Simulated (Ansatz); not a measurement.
SnPS3:
```
SnPS3
1.0
    3.23026     1.86499     6.26541
   -3.23026     1.86499     6.26541
    0.00000    -3.72998     6.26541
Sn P S
2 2 6
Direct
  0.80849   0.80849   0.80849
  0.19151   0.19151   0.19151
  0.55843   0.55843   0.55843
  0.44157   0.44157   0.44157
  0.25227   0.66886   0.84149
  0.74773   0.33114   0.15851
  0.66886   0.84149   0.25227
  0.33114   0.15851   0.74773
  0.84149   0.25227   0.66886
  0.15851   0.74773   0.33114
```

Plane-wave PAW LDA (Ansatz code) gives a gap of 1.25 eV without spin–orbit coupling, maximum off the standard path, at k = (0.286, -0.422, 0.464), minimum at T.

Q: What happens when spin–orbit coupling is switched on?

A: The gap decreases by 0.02 eV, to 1.23 eV; maximum off the standard path, at k = (0.286, -0.422, 0.464), minimum at T.

Q: Give the electron effective mass with spin–orbit coupling.

A: 0.26, 0.26, 0.91 mₑ (principal values).

Q: Give the hole effective mass with spin–orbit coupling.

A: 0.29, 0.73, 1.5 mₑ (principal values).

Space group R-3. The workflow started from a Materials Project entry (that database holds measured and hypothetical structures alike); the Crystallography Open Database copy checked does not list it. COD files the formula under space group No. 7, 14, so this cell is another polymorph or a model. Its standing as an ambient phase is unchecked. Symmetry was held in the LDA relaxation; whether a distortion lowers the energy is not shown. A crystal of weakly bound layers computed without a dispersion correction: the cell and the soft elastic constants depend strongly on that.

Potentials: the later of the program's two PAW sets.
